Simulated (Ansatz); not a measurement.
Ga, DFT, LDA, all-electron PAW with datasets made for the crystal, scalar-relativistic (Ansatz 0.2.0), run on 1 thread of Arm Neoverse V1 on a shared host.

The geometry is COD entry 9012485, unchecked; take it as a test cell. The listed cell was then made from it by scaling, straining or moving an atom.

Command: `ansatz run input.yaml --threads 1 --pin off --max-ram 3072MiB --backend cpu --events-out ev --progress --plain --runs-dir out`

```yaml
crystal:
  lattice:
    - [1.4355, -4.02435, 0.0]
    - [1.4355, 4.02435, 0.0]
    - [0.0, 0.0, 3.17]
  atoms:
    - { symbol: Ga, position: [0.867, 0.133, 0.25] }
    - { symbol: Ga, position: [0.133, 0.867, 0.75] }
kpoints:
  mp_grid: { grid: [12, 12, 10] }
scf:
  occupations: { method: fermi_dirac, width: 0.08 }
hamiltonian:
  xc: lda
  pseudopotentials: { kind: all_electron, datasets: crystal }
output:
  forces: true
  stress: true
  eigenvalues: true
  efg: { contact_densities: true }
```

Q: How large is the problem that the program sets up?

A: 258 irreducible k-points, 341 plane waves at Γ, 17 bands.

Q: Estimate the wall time and the peak memory.

A: 54 s of wall time for 9 SCF iterations, with a peak of 0.59 GiB. Times on shared machines scatter by tens of per cent.

Q: And the same cell and mesh by PAW with the default files, asked for forces, stress, eigenvalues, efg, on the same hardware?

A: 11 s, peak memory 0.42 GiB.
